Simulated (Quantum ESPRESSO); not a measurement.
# Strain and stress in Si14NB

These are calculations, not measurements. They come from pw.x of Quantum ESPRESSO 7.5, a plane-wave density functional program, with PseudoDojo standard norm-conserving files (v0.5 for PBE, v0.4.1 for LDA and PBEsol). The cells are made up: elements, strain and atom displacements were drawn at random, and nothing was relaxed. There is no spin polarisation, spin-orbit coupling or dispersion term.

The cell has 16 sites of a zincblende or diamond lattice (two cubes along c). Sites 1 to 8 hold Si N Si Si Si Si Si Si; sites 9 to 16 hold Si Si Si B Si Si Si Si. Cell vectors in Å: (5.572, 0.000, 0.000); (0.000, 5.572, 0.000); (0.000, 0.000, 11.087). Settings: PBE, cutoff 1143 eV, 6 x 6 x 4 k mesh shifted by half a step, Fermi-Dirac smearing of 0.1 eV.

Each run adds the same strain along x and y to one cell, with the atoms carried along; the vectors above are those of run 4. Stress is positive in tension and P is minus a third of its trace. E is the free energy for each atom above the lowest run shown.

```
run,strain (%),s_xx (GPa),s_yy (GPa),s_zz (GPa),s_xy (GPa),P (GPa),E (meV/atom)
1,-1.42,6.76,6.77,8.31,0.83,-7.28,0.00
2,-0.97,7.44,7.44,8.54,0.81,-7.81,8.38
3,-0.58,8.00,8.01,8.73,0.80,-8.25,16.30
4,0.52,9.48,9.48,9.20,0.76,-9.39,41.92
5,0.80,9.83,9.83,9.30,0.75,-9.65,49.14
7,2.14,11.36,11.36,9.71,0.70,-10.81,87.50
6,1.68,?,?,?,?,?,?
```

A rerun of one of these cells at 1437 eV and k mesh 8 x 8 x 6 moved values by no more than 0.002 eV in the cell's energy, 0.02 GPa in stress and 0.010 eV/Å in force.

## Worked fit

A parabola through the six runs shown gives s_xx = 8.80 + 1.34 e - 0.068 e² GPa, with e in per cent and a scatter of 0.01 GPa. The slope is a stiffness of 134 ± 1 GPa for each unit of this strain at e = 0, the sum of the responses of s_xx to strain along x and along y. The atoms are clamped, and relaxing them would in general lower it. The error is the larger of the fit's own and the change that a cubic makes, rounded up.

## Withheld run

Question: what s_xx should run 6 give?

The fit gives 10.86 GPa. The calculation gave 10.86 GPa.

| run | strain (%) | s_xx (GPa) | s_yy (GPa) | s_zz (GPa) | s_xy (GPa) | P (GPa) | E (meV/atom) |
| --- | --- | --- | --- | --- | --- | --- | --- |
| 6 | 1.68 | 10.86 | 10.86 | 9.58 | 0.71 | -10.43 | 73.66 |